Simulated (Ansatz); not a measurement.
A scan (energy against volume; even scaling of the relaxed cell, symmetry kept) gave these values. Computed with r2SCAN (plane waves to 500 eV, PAW, scalar-relativistic; Ansatz, a program for electronic structure).

| Item | Value |
|---|---|
| Bulk modulus at fixed cell shape B₀ (third-order Birch-Murnaghan fit) | 219 GPa |
| Pressure derivative B₀′ (fit) | 4.5 |
| Equilibrium volume of the fit | 13.36 Å³/atom |

Q: Of these crystals, all scanned alike, which one is it?
A) CoSn (CoSn type, space group P6/mmm)
B) MoSi₂ (MoSi2 type, space group I4/mmm)
C) CdS (wurtzite)
D) Tl (hcp, Mg type)

A: B, MoSi₂ (MoSi2 type, space group I4/mmm). The others have, for the bulk modulus at fixed cell shape: Tl 31.9 GPa, CdS 60.3 GPa, CoSn 143 GPa

All were relaxed with their symmetry unable to fall. CoSn is run without spin polarisation. MoSi2 is run without spin polarisation. Spin-orbit coupling is left out. With the shape held, the modulus is that of even scaling; a crystal free to change shape is softer.

(Under strain, the slope of the energy per volume gives the stress and its curvature an elastic modulus.)
